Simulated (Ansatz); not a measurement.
GaPO$_{4}$:
Space group P3₁21 (No. 152); a = b = 4.905 Å, c = 11.081 Å, α = β = 90.00°, γ = 120.00°

| atom | site | symmetry | x | y | z |
|---|---|---|---|---|---|
| Ga | 3b | .2. | 0.5437 | 0.5437 | 0.5000 |
| P | 3a | .2. | 0.5439 | 0.5439 | 0.0000 |
| O | 6c | 1 | 0.4085 | 0.2738 | 0.3717 |
| O | 6c | 1 | 0.3188 | 0.4079 | 0.1078 |

Relaxed with r²SCAN.

Problem. Tabulate the valence density and the electron localisation function along the shortest Ga–O contact (1.82 Å), plane-wave PAW r²SCAN (Ansatz code).

Solution. 

```tsv
distance from Ga (Å)	density (e/Å³)	ELF
0.18	36.18	0.01
0.27	23.36	0.00
0.36	12.89	0.01
0.45	6.39	0.03
0.54	3.03	0.07
0.64	1.55	0.12
0.73	0.98	0.18
0.82	0.81	0.25
0.91	0.83	0.38
1.00	1.00	0.58
1.09	1.32	0.74
1.18	1.82	0.81
1.27	2.58	0.81
1.36	3.63	0.77
1.45	4.89	0.68
1.54	6.25	0.54
1.63	7.49	0.39
```

The density is the valence pseudo-density with augmentation charge, so density and ELF within about 1 Å of a nucleus are not all-electron values.

Space group P3_121. The workflow started from a Materials Project entry (that database holds measured and hypothetical structures alike); the Crystallography Open Database files this formula in space group No. 152, but the cells were not matched. Its standing as an ambient phase is unchecked. The cell was relaxed with r²SCAN under the symmetry of its start; its stability against distortions is not shown here. Scalar-relativistic: spin–orbit coupling is off unless named, which matters more the heavier the elements.

Potentials: the earlier of the program's two PAW sets. The files were generated under PBE; for other functionals the program regenerates the frozen cores, and for LDA and PBEsol the local potential too.
